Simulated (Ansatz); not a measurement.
Cell and atoms are relaxed with the symmetry kept. Start:

```yaml
crystal:
  lattice:
    - [3.93767, 0.00000, 0.00000]
    - [0.00000, 3.93767, 0.00000]
    - [0.00000, 0.00000, 3.93767]
  atoms:
    - { symbol: Nb, position: [0.00000, 0.00000, 0.00000] }
    - { symbol: Zn, position: [0.00000, 0.50000, 0.50000] }
    - { symbol: Zn, position: [0.50000, 0.00000, 0.50000] }
    - { symbol: Zn, position: [0.50000, 0.50000, 0.00000] }
```

Method: DFT LDA, scalar-relativistic, plane waves, PAW (Ansatz).

Cutoff 420 eV; k points 10×10×10 on the computed 4-atom cell (Γ-centred); Gaussian smearing, width 0.10 eV; no spin polarisation.

Q: What does it relax to?

A: The volume goes down by 1.14 Å³/atom to 14.13 Å³/atom, and the energy falls by 37.8 meV/atom. Final structure:
```
Nb Zn
1.0
     3.83724    0.00000    0.00000
     0.00000    3.83724    0.00000
     0.00000    0.00000    3.83724
Nb Zn
1 3
Direct
  0.00000 0.00000 0.00000
  0.00000 0.50000 0.50000
  0.50000 0.00000 0.50000
  0.50000 0.50000 0.00000
```

Course of the relaxation (steps run on the plane waves of an earlier cell, and the basis is chosen afresh near the end, so energy and pressure can step there; trial steps that raised the energy were taken back; energies are free energies):

| step | E − E_final (meV/atom) | P (GPa) | V (Å³/atom) |
| --- | --- | --- | --- |
| 1 | 37.8 | -9.87 | 15.26 |
| 2 | 8.4 | 5.94 | 13.63 |
| 3 | -0.1 | -0.79 | 14.20 |
| 4 | -0.3 | -0.05 | 14.13 |
| 5 | -0.3 | 0.00 | 14.13 |
| 6 | 0.0 | -0.03 | 14.13 |